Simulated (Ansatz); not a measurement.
Given:

Si:
```
Si
1.0
    3.88165     0.00000     0.00000
   -1.94083     3.36161     0.00000
    0.00000     0.00000     4.07645
Si
3
Direct
  0.50000   0.00000   0.00000
  0.00000   0.50000   0.33333
  0.50000   0.50000   0.66667
```

This is the PBEsol-relaxed structure.

Problem. All from the program Ansatz at the PBEsol level (PAW), unless another level is named. Give the electronic character.

Solution. no gap, with almost no states at the Fermi level (zero-gap or semimetallic).

Problem. Next, the HSE06 gap on the PBEsol cell?

Solution. 0.17 eV (a hybrid on a coarse mesh can open a false gap in a semimetal).

Space group P6_422. The start of the workflow was typed in or built on a structure type; neither database checked (COD, Materials Project) lists it. It is not the phase usual at ambient conditions (space group No. 227). The PBEsol relaxation kept the symmetry of its start; of distortions, only those at the zone centre were tested.

Potentials: the later of the program's two PAW sets.
